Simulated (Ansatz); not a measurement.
The geometry is COD entry 9011034, unchecked; take it as a test cell. It was measured hot, at 740 K. The listed cell was then made from it by scaling, straining or moving an atom.

Ca: DFT, PBEsol, PAW with Ansatz's default frozen-core files, scalar-relativistic (Ansatz 0.2.0).

The relaxation starts from this cell:

```xyz
1
Lattice="-2.2695 2.2695 2.2695 2.2695 -2.2695 2.2695 2.2695 2.2695 -2.2695" Properties=species:S:1:pos:R:3 pbc="T T T"
Ca    0.0000    0.0000    0.0000
```

Output:

```
Engine: ansatz 0.2.0
Pseudopotentials: kind: paw
Pseudopotential: Ca, paw, valence charge 10, recommended cutoff 420 eV (normal)
Functional definition: PBEsol
  exchange = pbesol_x
  correlation = pbesol_c
Crystal: 1 atoms, lattice volume = 46.756 Å³
Basis set: ecut = 420 eV, 935 PW (Γ), exchange–correlation on 54×54×54 points (8 copies of the dense FFT grid, shifted against one another)
Bands: 9, of which v1, the nominal top of the filled ones, is band 5 counted from 1 (4 counted from 0)
Symmetry: 48 space group operations
Space group: Im-3m (ITA 229), of the structure as read, at distance tolerance 3.6e-5 Å
k-points: 47 of 1000
Non-local potential: Ca, projectors of the file, l = 0: 3, l = 1: 2, l = 2: 2
PAW form: soft (Blöchl's): semilocal exchange-correlation on the pseudo side does not see the compensation charge
PAW frozen core: Ca, regenerated for the run's functional, and the local potential with it (the file was generated under x = pbe(κ = 0.804, μ = 0.2195149727645171), c = pbe(β = 0.06672455060314922))
PAW one-centre angular grid: Ca, 110 points (default); XC on 64 Gauss nodes
Initial density: superposition of atomic densities (neutral atoms: chi_scale 0, normalization atom), corrected by the library's trained network
Initial wavefunctions: pseudopotential atomic-orbital guess
Functional: x = pbesol(κ = 0.804, μ = 0.12345679012345678), c = pbesol(β = 0.046)
SCF iter   1: F=—  HF=-1793.681881 eV  |F-HF|=—  |Δ(HF+E_count)|=         —  Δρ=2.26e-3  dr2=2.75e-3  ethr=1.77e-3  ⟨swp⟩=5.9  Hψ=3463  notcnv=0
preconditioner: auto → Kerker (q_TF=auto, 2.110 Å⁻¹)  [metal: Δε(μ)=0.045 eV  Ē_g=3.380 eV  σ=0.050 eV  W_gap=0.22  n_scr=12 (ndim 8)  ℏωp=7.7 eV  f_vac=0.000  D(μ)=1.57/eV (n_scr^D=12)]
SCF iter   2: F=—  HF=-1793.681109 eV  |F-HF|=—  |Δ(HF+E_count)|=   7.72e-4  Δρ=1.06e-3  dr2=6.84e-4  ethr=2.75e-5  ⟨swp⟩=2.7  Hψ=1081  notcnv=0
SCF iter   3: F=—  HF=-1793.680827 eV  |F-HF|=—  |Δ(HF+E_count)|=   2.83e-4  Δρ=2.48e-4  dr2=3.91e-5  ethr=6.84e-6  ⟨swp⟩=2.7  Hψ=810  notcnv=0
SCF iter   4: F=—  HF=-1793.680814 eV  |F-HF|=—  |Δ(HF+E_count)|=   1.26e-5  Δρ=4.28e-5  dr2=6.38e-7  ethr=3.91e-7  ⟨swp⟩=2.1  Hψ=516  notcnv=0
SCF iter   5: F=—  HF=-1793.680814 eV  |F-HF|=—  |Δ(HF+E_count)|=   2.14e-7  Δρ=1.12e-5  dr2=1.04e-7  ethr=6.38e-9  ⟨swp⟩=2.1  Hψ=505  notcnv=0
SCF iter   6: F=-1793.680814 eV  HF=-1793.680814 eV  |F-HF|=5.43e-10  |Δ(HF+E_count)|=   6.87e-9  Δρ=1.21e-6  dr2=3.07e-10  ethr=1.00e-9  ⟨swp⟩=3.7  Hψ=1136  notcnv=0
SCF 1 converged in 6 iterations: F = -1793.680814 eV  dr2 = 3.07e-10
  greatest PAW one-centre occupation: 0.996 electrons in one spin orbital (limit 2), on the Ca atom at site 0 (counted from 0), in its partial waves of l = 0
relax step   1: F+E_penalty+E_count = -1793.68081423 eV  Δ(F+E_penalty+E_count) = +0.000e0 eV  max|allowed force component| = 0.000e0 eV/Å  Δτ_max = 0.0000 Å  P = -1.997 GPa  Ω = 46.756 Å³  (6 SCF iters, dr2 threshold 1.00e-7 eV, accepted)
Crystal: 1 atoms, lattice volume = 44.383 Å³
Basis set: ecut = 420 eV, 887 PW (Γ), exchange–correlation on 54×54×54 points (8 copies of the dense FFT grid, shifted against one another)
Initial density: handed on by an earlier stage of this run
Initial wavefunctions: those handed on with the density
iter 1 solved again at ethr=1.99e-6 eV; its pass at ethr=3.10e-3 eV (dr2=1.99e-4 eV) is discarded
SCF iter   1: F=—  HF=-1793.706023 eV  |F-HF|=—  |Δ(HF+E_count)|=         —  Δρ=5.69e-4  dr2=2.09e-4  ethr=1.99e-6  ⟨swp⟩=2.2  Hψ=3873  notcnv=0
preconditioner: auto → Kerker (q_TF=auto, 2.128 Å⁻¹)  [metal: Δε(μ)=0.018 eV  Ē_g=3.428 eV  σ=0.050 eV  W_gap=0.09  n_scr=12 (ndim 8)  ℏωp=7.9 eV  f_vac=0.000  D(μ)=1.67/eV (n_scr^D=12)]
SCF iter   2: F=—  HF=-1793.706004 eV  |F-HF|=—  |Δ(HF+E_count)|=   1.92e-5  Δρ=3.86e-4  dr2=9.14e-5  ethr=1.99e-6  ⟨swp⟩=1.1  Hψ=431  notcnv=0
SCF iter   3: F=—  HF=-1793.705995 eV  |F-HF|=—  |Δ(HF+E_count)|=   8.70e-6  Δρ=5.42e-5  dr2=1.88e-6  ethr=9.14e-7  ⟨swp⟩=2.6  Hψ=642  notcnv=0
SCF iter   4: F=-1793.705995 eV  HF=-1793.705995 eV  |F-HF|=4.21e-8  |Δ(HF+E_count)|=   5.05e-9  Δρ=1.13e-5  dr2=4.07e-8  ethr=1.00e-9  ⟨swp⟩=2.8  Hψ=1523  notcnv=0
SCF 2 converged in 4 iterations: F = -1793.705995 eV  dr2 = 4.07e-8
relax step   2: F+E_penalty+E_count = -1793.70599518 eV  Δ(F+E_penalty+E_count) = -2.518e-2 eV  max|allowed force component| = 0.000e0 eV/Å  Δτ_max = 0.0000 Å  P = -1.378 GPa  Ω = 44.383 Å³  energy of the carried Pulay correction = +1.169e-5 eV  (4 SCF iters, dr2 threshold 1.00e-7 eV, accepted)
Crystal: 1 atoms, lattice volume = 39.878 Å³
Basis set: ecut = 420 eV, 767 PW (Γ), exchange–correlation on 54×54×54 points (8 copies of the dense FFT grid, shifted against one another)
iter 1 solved again at ethr=1.12e-5 eV; its pass at ethr=3.10e-3 eV (dr2=1.12e-3 eV) is discarded
SCF iter   1: F=—  HF=-1793.723801 eV  |F-HF|=—  |Δ(HF+E_count)|=         —  Δρ=1.44e-3  dr2=1.08e-3  ethr=1.12e-5  ⟨swp⟩=1.1  Hψ=3837  notcnv=0
preconditioner: auto → Kerker (q_TF=auto, 2.167 Å⁻¹)  [metal: Δε(μ)=0.031 eV  Ē_g=3.646 eV  σ=0.050 eV  W_gap=0.15  n_scr=12 (ndim 8)  ℏωp=8.3 eV  f_vac=0.000  D(μ)=1.69/eV (n_scr^D=12)]
SCF iter   2: F=—  HF=-1793.723708 eV  |F-HF|=—  |Δ(HF+E_count)|=   9.30e-5  Δρ=9.63e-4  dr2=4.69e-4  ethr=1.08e-5  ⟨swp⟩=1.0  Hψ=427  notcnv=0
SCF iter   3: F=—  HF=-1793.723668 eV  |F-HF|=—  |Δ(HF+E_count)|=   3.95e-5  Δρ=1.27e-4  dr2=7.77e-6  ethr=4.69e-6  ⟨swp⟩=2.6  Hψ=638  notcnv=0
SCF iter   4: F=—  HF=-1793.723669 eV  |F-HF|=—  |Δ(HF+E_count)|=   9.72e-7  Δρ=2.33e-5  dr2=1.53e-7  ethr=7.77e-8  ⟨swp⟩=2.1  Hψ=578  notcnv=0
SCF iter   5: F=-1793.723670 eV  HF=-1793.723670 eV  |F-HF|=4.30e-9  |Δ(HF+E_count)|=   1.37e-7  Δρ=4.71e-6  dr2=9.14e-9  ethr=1.00e-9  ⟨swp⟩=3.8  Hψ=1147  notcnv=0
SCF 3 converged in 5 iterations: F = -1793.723670 eV  dr2 = 9.14e-9
relax step   3: F+E_penalty+E_count = -1793.72366960 eV  Δ(F+E_penalty+E_count) = -1.767e-2 eV  max|allowed force component| = 0.000e0 eV/Å  Δτ_max = 0.0000 Å  P = +0.224 GPa  Ω = 39.878 Å³  energy of the carried Pulay correction = +3.566e-5 eV  (5 SCF iters, dr2 threshold 1.00e-7 eV, accepted)
Crystal: 1 atoms, lattice volume = 40.453 Å³
Basis set: ecut = 420 eV, 791 PW (Γ), exchange–correlation on 54×54×54 points (8 copies of the dense FFT grid, shifted against one another)
iter 1 solved again at ethr=2.99e-7 eV; its pass at ethr=3.10e-3 eV (dr2=2.99e-5 eV) is discarded
SCF iter   1: F=—  HF=-1793.724039 eV  |F-HF|=—  |Δ(HF+E_count)|=         —  Δρ=2.14e-4  dr2=2.34e-5  ethr=2.99e-7  ⟨swp⟩=2.1  Hψ=3687  notcnv=0
preconditioner: auto → Kerker (q_TF=auto, 2.161 Å⁻¹)  [metal: Δε(μ)=0.012 eV  Ē_g=3.629 eV  σ=0.050 eV  W_gap=0.06  n_scr=12 (ndim 8)  ℏωp=8.3 eV  f_vac=0.000  D(μ)=1.72/eV (n_scr^D=12)]
SCF iter   2: F=—  HF=-1793.724038 eV  |F-HF|=—  |Δ(HF+E_count)|=   1.35e-6  Δρ=1.44e-4  dr2=1.03e-5  ethr=2.34e-7  ⟨swp⟩=1.0  Hψ=425  notcnv=0
SCF iter   3: F=—  HF=-1793.724037 eV  |F-HF|=—  |Δ(HF+E_count)|=   3.19e-7  Δρ=1.74e-5  dr2=1.53e-7  ethr=1.03e-7  ⟨swp⟩=2.6  Hψ=646  notcnv=0
SCF iter   4: F=-1793.724037 eV  HF=-1793.724037 eV  |F-HF|=2.93e-9  |Δ(HF+E_count)|=   1.75e-8  Δρ=3.46e-6  dr2=3.29e-9  ethr=1.00e-9  ⟨swp⟩=3.9  Hψ=1151  notcnv=0
SCF 4 converged in 4 iterations: F = -1793.724037 eV  dr2 = 3.29e-9
relax step   4: F+E_penalty+E_count = -1793.72403744 eV  Δ(F+E_penalty+E_count) = -3.678e-4 eV  max|allowed force component| = 0.000e0 eV/Å  Δτ_max = 0.0000 Å  P = -0.015 GPa  Ω = 40.453 Å³  energy of the carried Pulay correction = +3.247e-5 eV  (4 SCF iters, dr2 threshold 1.00e-7 eV, accepted)
Initial wavefunctions: pseudopotential atomic-orbital guess (no wavefunctions were taken with the density)
iter 1 solved again at ethr=3.89e-8 eV; its pass at ethr=3.10e-3 eV (dr2=3.89e-6 eV) is discarded
SCF iter   1: F=—  HF=-1793.724014 eV  |F-HF|=—  |Δ(HF+E_count)|=         —  Δρ=4.36e-5  dr2=8.94e-8  ethr=3.89e-8  ⟨swp⟩=3.3  Hψ=4848  notcnv=0
preconditioner: auto → Kerker (q_TF=auto, 2.161 Å⁻¹)  [metal: Δε(μ)=0.012 eV  Ē_g=3.626 eV  σ=0.050 eV  W_gap=0.06  n_scr=12 (ndim 8)  ℏωp=8.3 eV  f_vac=0.000  D(μ)=1.72/eV (n_scr^D=12)]
SCF iter   2: F=—  HF=-1793.724011 eV  |F-HF|=—  |Δ(HF+E_count)|=   2.75e-6  Δρ=2.24e-5  dr2=2.34e-8  ethr=8.94e-10  ⟨swp⟩=1.0  Hψ=426  notcnv=0
SCF iter   3: F=—  HF=-1793.724011 eV  |F-HF|=—  |Δ(HF+E_count)|=   8.43e-9  Δρ=6.34e-7  dr2=1.44e-10  ethr=2.34e-10  ⟨swp⟩=2.0  Hψ=482  notcnv=0
SCF iter   4: F=—  HF=-1793.724011 eV  |F-HF|=—  |Δ(HF+E_count)|=  1.02e-11  Δρ=2.19e-7  dr2=2.74e-11  ethr=1.00e-12  ⟨swp⟩=5.1  Hψ=1549  notcnv=0
SCF iter   5: F=-1793.724011 eV  HF=-1793.724011 eV  |F-HF|=2.27e-13  |Δ(HF+E_count)|=  2.05e-12  Δρ=2.47e-8  dr2=1.91e-13  ethr=1.00e-12  ⟨swp⟩=4.9  Hψ=1404  notcnv=0
SCF 5 converged in 5 iterations: F = -1793.724011 eV  dr2 = 1.91e-13
relax step   5: F+E_penalty+E_count = -1793.72401077 eV  Δ(F+E_penalty+E_count) = +2.667e-5 eV  max|allowed force component| = 0.000e0 eV/Å  Δτ_max = 0.0000 Å  P = -0.016 GPa  Ω = 40.453 Å³  stress off target by 1.57e-2 GPa  SCF on the basis re-selected at this cell (its energy is not comparable with the rows above)  (5 SCF iters)
basis re-selected at this cell: Δ(F+E_penalty+E_count) = +2.667e-5 eV, ΔP = -0.000 GPa vs the last step (what re-selecting the basis moved, of the pressure what is left beyond the Pulay correction that the steps carried, after the strain that the cell walked since its last selection, with what the two solves' SCF thresholds leave and, on support functions, any second-order correction that the steps lacked; it is no measure of the basis error at this ecutwfc). This SCF's stress stands 1.57e-2 GPa from its target on what of the cell is left free (relax.cell.stress_tol is 5.00e-2 GPa) and its largest allowed force component is 0.00e0 eV/Å (relax.f_tol is 5.00e-3 eV/Å): within both
SCF converged after 5 iterations
Free energy (F): -1793.724011 eV
Harris-Foulkes:  -1793.724011 eV  (|F-HF|=2.27e-13)
Internal energy: -1793.710517 eV  (E = F + TS)
E sigma→0 (E₀):  -1793.717264 eV
Entropy (-TS):   -0.013494 eV (-13.494 meV/atom)
Fermi energy:    5.232708 eV
--- Per-component energies (eV) ---
  E_band       = -171.212410
  E_kinetic    = 275.613019
  E_local      = -836.178654  (includes V_loc(G=0)·N_el)
  E_nonlocal   = 64.736266
  E_hartree    = 278.868419
  E_xc         = -134.327351
  E_vxc        = -168.305899  (∫ρ·V_xc dr)
  E_paw        = -836.727456  (= ΣΔE_a)
  E_vpaw       = -64.813979  (= ΣTr[D̂ρ^β])
  E_aug_tail   = -0.000006  (compensation charges beyond the density's cutoff)
  E_ewald      = -605.813548
  E_core_change = 0.118794  (= ΣΔE_core)
  E_smearing   = -0.013494  (= −TS)
  E_closure    = -0.000000  (closes the sum)
  Σ components = -1793.724011   (vs F -1793.724011, Δ=0.00e0)
--- Forces (eV/Å), atoms counted from 1 ---
  atom   1  Ca     0.00000000    -0.00000000    -0.00000000
  max |Σ_I F_I| component: 9.70e-31 eV/Å
--- Stress (GPa, compression-positive) ---
       -0.015718       0.000000       0.000000
        0.000000      -0.015718      -0.000000
       -0.000000      -0.000000      -0.015718
  P = ⅓ Tr σ = -0.0157 GPa (-0.157 kbar)
--- PAW observables at the nuclei: V_zz in 10²¹ V/m², potentials from the cell's mean, atoms counted from 1 ---
  atom   1  Ca V_zz =    +0.000000   η = 0.0000   by run symmetry: forbidden
            electrostatic potential = -2209.868652 V   contact ρ = 41145.786257 e/Å³
--- Relaxed structure (4 steps of the walk, 4 accepted, 1 SCFs on fresh bases) ---
  F+E_penalty+E_count = -1793.72401077 eV   max|allowed force component| = 0.000e0 eV/Å   (the final SCF, on the basis selected at the relaxed cell)
  cell:  # Å, volume = 40.4528 Å³
    - [-2.1625329963483404, 2.1625329963483404, 2.1625329963483404]
    - [2.1625329963483404, -2.1625329963483404, 2.1625329963483404]
    - [2.1625329963483404, 2.1625329963483404, -2.1625329963483404]
  atoms:
    - { symbol: Ca, position: [0.0, 0.0, 0.0] }
```
